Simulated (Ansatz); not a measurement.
**Band structure of MgS**

```
Mg S
1.0
     0.00000    2.60165    2.60165
     2.60165    0.00000    2.60165
     2.60165    2.60165    0.00000
Mg S
1 1
Direct
  0.00000 0.00000 0.00000
  0.50000 0.50000 0.50000
```

Atom numbers follow the list: Mg1, S2.

The geometry is COD entry 9008672, unchecked; take it as a test cell.

Level of theory: DFT, LDA, all-electron LAPW, scalar-relativistic (Ansatz 0.2.0).

Settings: a Γ-centred 8×8×8 k mesh, Fermi–Dirac smearing of 0.01 eV, basis error target 0.25 meV/atom, no spin polarisation.

Points in fractions of the reciprocal vectors of this cell: Γ (0, 0, 0), X (0.5, 0, 0.5), U (0.625, 0.25, 0.625), K (0.375, 0.375, 0.75), L (0.5, 0.5, 0.5), W (0.5, 0.25, 0.75). The path joins them by straight lines in the order Γ–X–U–K–Γ–L–W–X; legs that retrace an earlier one aren't tabulated. Energies are in eV from the top of the valence band.

(1) Metal or insulator at this level of theory?

(2) Tabulate bands 10 to 14, counted from the lowest band of the run, along the path.

## Answers

(1) An insulator or semiconductor: gap 2.56 eV, indirect from Γ to X (0.5, 0, 0.5).

(2) 
```
k (1/Å)  point  band 10  band 11  band 12  band 13  band 14
   0.00      Γ     0.00     0.00     0.00     3.48     7.80
   0.17           -0.41    -0.12    -0.12     3.95     7.42
   0.35           -1.27    -0.42    -0.42     4.88     6.64
   0.52           -2.17    -0.79    -0.79     5.17     5.84
   0.69           -2.99    -1.16    -1.16     4.31     5.16
   0.86           -3.64    -1.45    -1.45     3.39     4.66
   1.04           -4.08    -1.64    -1.64     2.78     4.35
   1.21      X    -4.24    -1.70    -1.70     2.56     4.25
   1.27           -4.23    -1.76    -1.70     2.61     4.30
   1.33           -4.20    -1.92    -1.67     2.74     4.45
   1.39           -4.15    -2.15    -1.64     2.92     4.72
   1.45           -4.07    -2.42    -1.59     3.11     5.08
   1.51           -3.98    -2.71    -1.53     3.31     5.53
   1.57           -3.87    -2.99    -1.46     3.51     6.04
   1.63      U    -3.74    -3.24    -1.38     3.71     6.56
   1.74           -3.70    -3.28    -1.44     3.98     6.83
   1.85           -3.73    -3.15    -1.64     4.49     7.04
   1.95           -3.76    -3.00    -1.83     5.00     6.92
   2.06           -3.76    -3.00    -1.83     5.00     6.92
   2.16           -3.73    -3.15    -1.64     4.49     7.04
   2.27           -3.70    -3.28    -1.44     3.98     6.83
   2.37      K    -3.74    -3.24    -1.38     3.71     6.56
   2.56           -3.77    -3.24    -1.08     4.40     7.71
   2.74           -3.84    -2.60    -0.74     5.21     7.59
   2.92           -3.44    -1.88    -0.43     5.97     7.04
   3.11           -2.66    -1.15    -0.20     5.71     7.06
   3.29           -1.62    -0.54    -0.07     4.88     7.14
   3.47           -0.56    -0.14    -0.01     3.98     7.53
   3.65      Γ     0.00     0.00     0.00     3.48     7.80
   3.80           -0.42    -0.04    -0.04     3.83     7.64
   3.95           -1.33    -0.13    -0.13     4.45     7.47
   4.10           -2.36    -0.26    -0.26     4.77     7.77
   4.25           -3.33    -0.39    -0.39     4.71     7.42
   4.40           -4.15    -0.50    -0.50     4.54     7.04
   4.55           -4.70    -0.57    -0.57     4.42     6.80
   4.70      L    -4.90    -0.59    -0.59     4.37     6.72
   4.82           -4.86    -0.80    -0.64     4.59     6.48
   4.94           -4.72    -1.29    -0.77     5.10     6.00
   5.07           -4.51    -1.88    -1.01     5.55     5.67
   5.19           -4.21    -2.44    -1.35     5.25     6.20
   5.31           -3.86    -2.88    -1.76     5.11     6.72
   5.43           -3.49    -3.17    -2.18     5.07     7.26
   5.55      W    -3.27    -3.27    -2.41     5.08     7.81
   5.64           -3.52    -3.00    -2.38     4.87     7.04
   5.73           -3.73    -2.71    -2.30     4.40     6.31
   5.81           -3.91    -2.42    -2.17     3.86     5.65
   5.90           -4.05    -2.15    -2.02     3.36     5.08
   5.99           -4.16    -1.92    -1.86     2.94     4.63
   6.07           -4.22    -1.76    -1.75     2.66     4.35
   6.16      X    -4.24    -1.70    -1.70     2.56     4.25
```
